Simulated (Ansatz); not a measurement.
## Notes on Li₃SbS₂O₆

```xyz
12
Lattice="2.7465 4.7523 0.0000 2.7465 -4.7523 0.0000 1.8423 0.0000 -5.1467" Properties=species:S:1:pos:R:3 pbc="T T T"
Sb    0.0000    0.0000    0.0000
S     2.7465   -1.5806    0.0000
S     2.7465    1.5806    0.0000
Li    3.6676   -3.1935   -2.5734
Li    3.6676    3.1935   -2.5734
Li    3.6676    0.0000   -2.5734
O     5.6127    0.0000   -3.9681
O     1.7226    0.0000   -1.1786
O     2.7829    1.5255   -3.9717
O     4.5524    1.5255   -1.1750
O     4.5524   -1.5255   -1.1750
O     2.7829   -1.5255   -3.9717
```

The numbers come from plane-wave PAW DFT (Ansatz): LDA, no spin polarisation, 420 eV, 5×5×5 Γ-centred k points, fermi-dirac occupations (width 0.0487 eV). Nothing was relaxed.

(1) Which element gives electrons and which takes them?

(2) Metal or insulator?

(3) Where is the largest force?

(4) What does the stress say?

Origin: a known structure type with other elements, at an estimated volume, so it need not be a known compound. Caveats: many states at the Fermi level without spin polarisation, so a magnetic state may lie lower; the Fermi level lies in a narrow band between gaps, which spin or distortion may split.

Answers

(1) Bader charges in e: Li +0.89, Sb +2.31, S +0.72, O -1.07. In the mean Sb gives up most and O takes most.

(2) It is a metal, with about 8.2 states/eV a cell as the mean within 0.25 eV of the Fermi level, mostly O p (40 %) and S p (38 %).

(3) The largest is on O7 (and as large on other atoms): 0.95 eV/Å, components (0.91, 0.00, 0.27). It makes 51° with the line to a nearest neighbour, Sb1 at 2.09 Å.

(4) The pressure is -3.7 GPa (compression positive), so with the atoms held at these fractions the cell would first shrink; the forces are large, so a full relaxation may end otherwise. The principal stresses -11.6, -1.3, 2.0 GPa differ, so its shape would change too.
